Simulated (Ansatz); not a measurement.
W2C:
```
CELL_PARAMETERS angstrom
      3.06103     0.00000     0.00000
     -1.53051     2.65093     0.00000
      0.00000     0.00000     4.67884
ATOMIC_POSITIONS crystal
  C  0.00000 0.00000 0.00000
  W  0.33333 0.66667 0.25341
  W  0.66667 0.33333 0.74659
```

Relaxed with PBE. Special points in fractions of this cell's reciprocal vectors: Γ (0.000, 0.000, 0.000); M (0.500, 0.000, 0.000); K (0.333, 0.333, 0.000); A (0.000, 0.000, 0.500); L (0.500, 0.000, 0.500); H (0.333, 0.333, 0.500).

Q: List the band energies nearest the Fermi level at these points for plane-wave PAW PBE (Ansatz code).

A: In eV from the Fermi level; about four levels below and three above (degenerate sets whole), none deeper than 8.9 eV; points with the same levels are listed once.

```
k                    below                above
-  -----------------------  -------------------
Γ  -1.37 -1.37 -1.06 -1.06       0.56 0.56 1.57
M  -5.81 -5.47 -3.44 -1.77       1.41 2.22 2.60
K  -5.36 -4.29 -3.55 -3.55       0.94 0.94 2.23
A  -3.28 -2.84 -2.31 -2.31  1.03 1.03 1.64 1.64
L  -4.14 -2.64 -2.46 -0.47       0.25 2.04 2.60
H  -3.09 -2.77 -2.77 -0.46  0.52 0.52 3.39 3.39
```

Space group P-3m1. The PBE relaxation kept the symmetry of its start. No spin polarisation was allowed. Spin–orbit coupling is left out wherever it is not named.

Potentials: the later of the program's two PAW sets.
